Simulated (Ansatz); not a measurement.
Relaxed-ion elastic tensor of Si (diamond, Fd-3m) in GPa (Voigt order), DFT-PBEsol in the program Ansatz with PAW potentials; density 2.33 g/cm³, 20.05 Å³ per atom.

```csv
,1,2,3,4,5,6
1,157,62.4,62.4,0.0,0.0,0.0
2,62.4,157,62.4,0.0,0.0,0.0
3,62.4,62.4,157,0.0,0.0,0.0
4,0.0,0.0,0.0,73.5,0.0,0.0
5,0.0,0.0,0.0,0.0,73.5,0.0
6,0.0,0.0,0.0,0.0,0.0,73.5
```

Is the crystal mechanically stable?

Yes: the smallest eigenvalue of C is 73.5 GPa.

Work out the Voigt, Reuss and Hill averages.

K_V = 93.8, K_R = 93.8, K_H = 93.8; G_V = 63.0, G_R = 60.0, G_H = 61.5 GPa.

Give Young's modulus, Poisson's ratio, Pugh's ratio and the universal anisotropy index.

E = 9KG/(3K + G) = 151 GPa; ν = 0.23; K/G = 1.53 (brittle by the Pugh limit of 1.75); A_U = 5G_V/G_R + K_V/K_R − 6 = 0.24.

Estimate the sound speeds and the Debye temperature.

v_l = √((K + 4G/3)/ρ) = 8700 m/s, v_t = √(G/ρ) = 5140 m/s, mean 5700 m/s; Θ = (h/k)(3n/4πV)^(1/3) v_m = 624 K.

Give the Zener ratio and Young's modulus along [100], [110] and [111].

A = 2C44/(C11 − C12) = 1.56; 1/E = S11 − 2(S11 − S12 − S44/2)Γ with Γ = 0, 1/4, 1/3 gives 121, 157, 175 GPa.

Solve the Christoffel equation for the three sound speeds along [100], [110], [111].

Eigenvalues of C_ijkl n_j n_l equal ρv². In km/s, slowest first: [100] 5.62, 5.62, 8.21; [110] 4.50, 5.62, 8.87; [111] 4.90, 4.90, 9.08.

Symmetry was held in the PBEsol relaxation.

Potentials: the later of the program's two PAW sets.
